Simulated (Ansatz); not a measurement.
NaCl (rock salt, Fm-3m), the program Ansatz at the r²SCAN level (PAW). The conduction-band minimum lies at Γ, with 1 equivalent valley. Second derivatives d²E/dk² of the lowest band at one valley (eV·Å²), along Cartesian directions:

```
direction  d²E/dk²
---------  -------
[100]        18.91
[010]        18.91
[001]        18.91
[110]        18.91
[101]        18.91
[011]        18.91
```

### Question
Find the principal effective masses, the density-of-states mass and the conductivity mass.

### Answer
Off-diagonal terms follow from H_xy = H[110] − (H_xx + H_yy)/2, and m*/mₑ = 7.620 eV·Å² over each eigenvalue: 0.40, 0.40, 0.40. One valley's DOS mass (m₁m₂m₃)^(1/3) = 0.40, conductivity mass 3/(Σ 1/mᵢ) = 0.40 mₑ.

### Question
What effective density of states Nc follows at 300 K for parabolic valleys?

### Answer
Nc = 2.509e19 × 1 × (0.40)^(3/2) ≈ 6.3e18 cm⁻³.

Symmetry was held in the r²SCAN relaxation.

Potentials: the later of the program's two PAW sets.

Edges and masses are those of Kohn–Sham bands, whose gap is no quasiparticle gap.
